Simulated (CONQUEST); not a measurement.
A self-consistent single point of Sn2SeS (P1, 8 atoms in the cell; from Materials Project mp-1218960, changed as shown) with CONQUEST.

All values come from this method and carry its errors: LDA (PW92), numerical atomic orbitals double-zeta with polarisation (the shipped basis), PseudoDojo norm-conserving potentials made for LDA run with CONQUEST.

The change in words: atoms moved at random. Reference geometry (Pmc2_1):
```
CELL_PARAMETERS angstrom
      4.03850     0.00000     0.00000
      0.00000     4.65176     0.00000
      0.00000     0.00000    11.48963
ATOMIC_POSITIONS crystal
  Sn 0.00000 0.10539 0.61744
  Sn 0.00000 0.89461 0.11744
  Sn 0.50000 0.35857 0.37707
  Sn 0.50000 0.64143 0.87707
  Se 0.00000 0.75679 0.35275
  Se 0.00000 0.24321 0.85275
  S  0.50000 0.74453 0.65274
  S  0.50000 0.25547 0.15274
```

Reference input (self-consistent single point, DFT, LDA (PW92), numerical atomic orbitals double-zeta with polarisation (the shipped basis), PseudoDojo norm-conserving potentials made for LDA): basis = DZP; Diag.MPMeshX, Y, Z = 4 4 2; potentials = PseudoDojo norm-conserving LDA; Grid.GridCutoff = 140 Ha; DM.SolutionMethod = diagon; Diag.kT = 0.001837 Ha; Diag.GammaCentred = true; minE.SCTolerance = 1.0e-06; SC.MaxIters = 100; SC.LinearMixingFactor = 0.3; SC.KerkerPreCondition = true; SC.KerkerFactor = 0.1 1/bohr. This run's input differs from it in these lines:

```diff
@@ -36,10 +36,10 @@
 8
-    0.000000000     0.926436317    13.406014093  1 T T T
-    0.000000000     7.864116080     2.549887107  1 T T T
-    3.815829477     3.152028373     8.187039606  1 T T T
-    3.815829477     5.638524024    19.043166592  1 T T T
-    0.000000000     6.652602149     7.658997589  2 T T T
-    0.000000000     2.137950249    18.515124576  2 T T T
-    3.815829477     6.544829977    14.172456659  3 T T T
-    3.815829477     2.245722421     3.316329672  3 T T T
+    7.613999295     0.919509362    13.437453437  1 T T T
+    7.555533156     7.770637346     2.758954400  1 T T T
+    3.856658853     3.129005916     8.304416051  1 T T T
+    3.723562720     5.666240636    19.022018857  1 T T T
+    7.604001822     6.728543731     7.545920170  2 T T T
+    0.054016882     2.201760868    18.491327945  2 T T T
+    3.891268426     6.565962464    14.037884108  3 T T T
+    3.859245985     2.180558056     3.251019212  3 T T T
```

Log, with long lists cut:

```
    PulayMixSC: Starting Pulay mixing, A_up =  0.300 A_dn =  0.300
    PulayMixSC: Spin non-polarised calculation.
    PulayMixSC: with Kerker preconditioning, q0 =  0.100
          Harris-Foulkes Energy            :      -578.872951787065062 Ha
    PulayMixSC: Pulay iteration     1 residual:              0.11875E-02
          Harris-Foulkes Energy            :      -578.836500165476423 Ha
    PulayMixSC: Pulay iteration     2 residual:              0.65975E-03
          Harris-Foulkes Energy            :      -578.823818958407173 Ha
    PulayMixSC: Pulay iteration     3 residual:              0.26965E-03
   [... lines left out ...]
          Harris-Foulkes Energy            :      -578.822549097212914 Ha
    PulayMixSC: Pulay iteration     6 residual:              0.92174E-05
          Harris-Foulkes Energy            :      -578.822547134847810 Ha
    PulayMixSC: Pulay iteration     7 residual:              0.19320E-05
          Harris-Foulkes Energy            :      -578.822547075415287 Ha
    PulayMixSC: Pulay iteration     8 residual:              0.11878E-05
          Harris-Foulkes Energy            :      -578.822547060178181 Ha
    PulayMixSC: Pulay iteration     9 residual:              0.31371E-06
    PulayMixSC: Reached SCF tolerance of  0.31371E-06 after      9 iterations
      | Number of electrons      =       100.000113
      |* Harris-Foulkes energy   =      -578.822547060178181 Ha
      |* DFT total energy        =      -578.822547057555312 Ha

    force: Forces on atoms (Ha/a0)
    force:  Atom   X              Y              Z
    force:     1   0.0029825813   0.0050631046  -0.0024834939
    force:     2   0.0035172367  -0.0015488981  -0.0221944217
    force:     3  -0.0018512926   0.0008025145  -0.0065553481
    force:     4   0.0051542963   0.0053299386   0.0008177506
    force:     5   0.0025682796  -0.0032340226   0.0220831767
    force:     6  -0.0047595244  -0.0073703614   0.0009377730
    force:     7  -0.0035766035  -0.0048840662   0.0010440169
    force:     8  -0.0039531575   0.0057809616   0.0063488943

    force: Maximum force :        0.02219442(Ha/a0) on atom         2 in z direction
    force: Force Residual:        0.01304040 Ha/a0
    force: Total stress:          1.31497665     2.76844717     1.04946825 GPa
    force: Average pressure:     -1.71096402 GPa

    get_E_and_F: Change in energy during last step of electronic optimisation:  0.15237E-07
```

The run converged in 9 iterations. CONQUEST prints the stress tensor with tension positive. Against the reference run the free energy goes up by 17.9 meV/atom, the pressure goes from -2.06 to -1.71 GPa, the largest force goes from 0.213 to 1.158 eV/Å and the gap on the mesh goes from 0.986 to 1.032 eV.

The program uses no crystal symmetry, so grid and mesh can part values that symmetry would make equal. The atom-centred basis is finite, which shifts total energies, pressures, gaps and forces against plane waves. Forces above 1 eV/Å remain at this geometry, of which the finite basis can carry a part. The structure comes from a collection of computed structures, made at another level of theory; the collection holds predicted forms beside known ones.

Cost on one core: around 60 core-seconds (rough).
